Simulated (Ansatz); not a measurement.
SnTe (rock salt)

```xyz
2
Lattice="0.0000 3.2046 3.2046 3.2046 0.0000 3.2046 3.2046 3.2046 0.0000" Properties=species:S:1:pos:R:3 pbc="T T T"
Te     0.0000     0.0000     0.0000
Sn     3.2046     3.2046     3.2046
```

Equation-of-state scan: isotropic scaling of the cell above, V₀ being its volume. Symmetry pins the atoms to their sites.

These are PBE (plane waves to 420 eV, PAW, scalar-relativistic; Ansatz, a quantum-chemistry and plane-wave program) values and carry that method's errors. k mesh 13×13×13 (Γ-centred), Fermi-Dirac smearing 0.05 eV. Stress and pressure are positive under compression. SnTe was relaxed with its symmetry unable to fall. Spin-orbit coupling is left out, though Te is heavy.

At one point of the scan the stress tensor (GPa) is:

```
   5.39     0.00     0.00
   0.00     5.39     0.00
   0.00     0.00     5.39
```

### Question
Which point is it?
(A) V/V₀ = 0.960
(B) V/V₀ = 0.920
(C) V/V₀ = 0.940
(D) V/V₀ = 0.900

### Answer
D, V/V₀ = 0.900

(A scan under strain: stresses follow from slopes of the energy per volume, elastic moduli from its curvatures.)
